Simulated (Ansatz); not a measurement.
**Ta4C3: rigid cleavage**

Computed with DFT PBEsol, scalar-relativistic, plane waves, PAW (Ansatz 0.2.0). The runs took a 420 eV cutoff, a Γ-centred 14×14×4 mesh and Gaussian smearing (0.15 eV). Spin–orbit coupling is left out, which can shift energies with elements as heavy as these. No spin polarisation. Energies are free energies at this smearing, counted from the undisturbed cell; pressure is positive in compression.

The starting cell (relaxed at this level; it needn't be the usual structure):

```
Ta C
1.0
    -3.10327    0.00000    0.00000
    -1.55164   -2.68751    0.00000
     1.55164    0.89584   10.16451
Ta C
4 3
Cartesian
  -1.1655 -0.6729 3.7504
  -2.7171 -1.5687 1.2425
  0.3861 0.2229 8.9214
  -2.7171 -1.5687 6.4244
  -1.1655 -0.6729 7.6908
  -4.2688 -2.4646 2.4080
  0.3861 0.2229 5.1074
```

The cut lies on the cell's a–b face, a (0 0 -1) plane (indices in the standard cell, whose axes needn't be the Cartesian ones shown) of area 8.34 Å², between layers 2.49 Å apart. Vector c is lengthened by d along the normal with the atoms' Cartesian places fixed: one unrelaxed cut a cell. The cell is metallic on the mesh throughout.

```csv
d (Å),energy (J/m²)
-0.30,0.82
-0.15,0.18
0.00,0.00
0.25,0.38
0.50,1.18
0.75,2.11
1.00,2.96
1.50,4.24
2.00,5.02
3.00,5.62
4.50,5.72
6.00,5.73
```

Task: Predict the traction dE/dd (GPa) at each point.

Result:
```csv
d (Å),traction dE/dd (GPa)
-0.30,-60.5
-0.15,-25.9
0.00,0.3
0.25,26.4
0.50,36.3
0.75,36.3
1.00,31.5
1.50,20.1
2.00,11.4
3.00,2.2
4.50,0.1
6.00,0.0
```

Cost: 12 runs of about 8 core-minutes in all, on Intel Xeon Platinum 8581C (Emerald Rapids) (shared hosts).